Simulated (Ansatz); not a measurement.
AsAu$_{3}$: one input, then a changed one

The cell was built from the D03 type and relaxed in the same program, and has space group Fm-3m; it needn't be a known or the stable phase.

First run: DFT, PBE, all-electron LAPW, scalar-relativistic (Ansatz 0.2.0).

Command: `ansatz run input.yaml --threads 1 --pin off --max-ram 3072MiB --backend cpu --events-out ev --progress --plain --runs-dir out` The run took about 72 s on 1 thread of a shared machine.

```yaml
crystal:
  lattice:
    - [0.0, 3.3345399389, 3.3345399389]
    - [3.3345399389, 0.0, 3.3345399389]
    - [3.3345399389, 3.3345399389, 0.0]
  atoms:
    - { symbol: As, position: [0.0, 0.0, 0.0] }
    - { symbol: Au, position: [0.5, 0.5, 0.5] }
    - { symbol: Au, position: [0.25, 0.25, 0.25] }
    - { symbol: Au, position: [0.75, 0.75, 0.75] }
kpoints:
  mp_grid: { grid: [9, 9, 9] }
  band_path:
    path:
      - [0.0, 0.0, 0.0]
      - [0.5, 0.0, 0.5]
      - [0.625, 0.25, 0.625]
      - [0.375, 0.375, 0.75]
      - [0.0, 0.0, 0.0]
      - [0.5, 0.5, 0.5]
      - [0.5, 0.25, 0.75]
      - [0.5, 0.0, 0.5]
    npoints: 14
scf:
  occupations: { method: fermi_dirac, width: 0.03 }
hamiltonian:
  xc: pbe
  pseudopotentials: { kind: all_electron, lapw: { basis_error: 0.001 } }
output:
  forces: true
  stress: true
  eigenvalues: true
  populations: true
  dos: { projected: true, de: 0.2, e_range: [-14, 8] }
```

Result: converged; pressure 0.02 GPa; no gap on the k mesh; 10 SCF iterations.

Spin–orbit coupling is left out, though it moves levels of the heavy atoms by tenths of an eV or more.

The input is then changed:

```diff
@@ -27,4 +27,5 @@
   xc: pbe
   pseudopotentials: { kind: all_electron, lapw: { basis_error: 0.001 } }
+  hubbard: { sites: [{ species: Au, l: d, u_eff: 4.0 }], double_counting: fll }
 output:
   forces: true
@@ -32,4 +33,3 @@
   eigenvalues: true
   populations: true
-  dos: { projected: true, de: 0.2, e_range: [-14, 8] }
```

Q: Predict the outcome of the changed run.

A: It converged; pressure 2.86 GPa; no gap on the k mesh; 11 SCF iterations.
